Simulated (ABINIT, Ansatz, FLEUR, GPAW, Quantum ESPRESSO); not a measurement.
# GeCN2: 5 runs at one level of theory

```
CELL_PARAMETERS angstrom
1.79379 1.03565 4.92196
-1.79379 1.03565 4.92196
0.00000 -2.07129 4.92196
ATOMIC_POSITIONS crystal
Ge 0.00000 0.00000 0.00000
N 0.58390 0.58390 0.58390
N 0.41610 0.41610 0.41610
C 0.50000 0.50000 0.50000
```

The cell comes from a database or a generator and needn't be the stable form of this composition.

Alike in all runs: task single point; functional PBEsol; k mesh 9 × 9 × 9; occupations fermi-dirac, width 0.05 eV; no spin polarisation; no spin-orbit coupling. Pressure is positive in compression and, in plane waves, holds the error of the finite cutoff.

| program and potentials | plane-wave cutoff (eV) | notes | pressure (GPa) | largest force (eV/Å) |
| --- | --- | --- | --- | --- |
| ABINIT, PseudoDojo NC SR PBEsol v0.4.1 standard | 1143 | 7 valence electrons an atom on average | -2.94 | 0.193 |
| GPAW, PAW data sets generated for this functional | 800 | 4.5 valence electrons an atom on average | -4.06 | 0.128 |
| Quantum ESPRESSO, GBRV 1.5 PBEsol | 612 | 7 valence electrons an atom on average | -3.15 | 0.174 |
| FLEUR, all-electron, FLAPW | - | - | - | 0.074 |
| Ansatz, all-electron LAPW, scalar-relativistic | - | - | -3.30 | 0.045 |

Force on atom 2 (N), eV/Å:

```tsv
program and potentials	x	y	z
ABINIT, PseudoDojo NC SR PBEsol v0.4.1 standard	0.000	0.000	0.193
GPAW, PAW data sets generated for this functional	0.000	0.000	0.128
Quantum ESPRESSO, GBRV 1.5 PBEsol	0.000	0.000	0.174
FLEUR, all-electron, FLAPW	0.000	0.000	0.074
Ansatz, all-electron LAPW, scalar-relativistic	0.000	0.000	0.045
```

The pressure spans -4.06 (GPAW, PAW data sets generated for this functional) to -2.94 GPa (ABINIT, PseudoDojo NC SR PBEsol v0.4.1 standard), with all-electron results at -3.30.

Differences between rows come from potentials, basis sets and numerical settings, since the functional is the same but for its coding. Runs on potential files found faulty are left out.
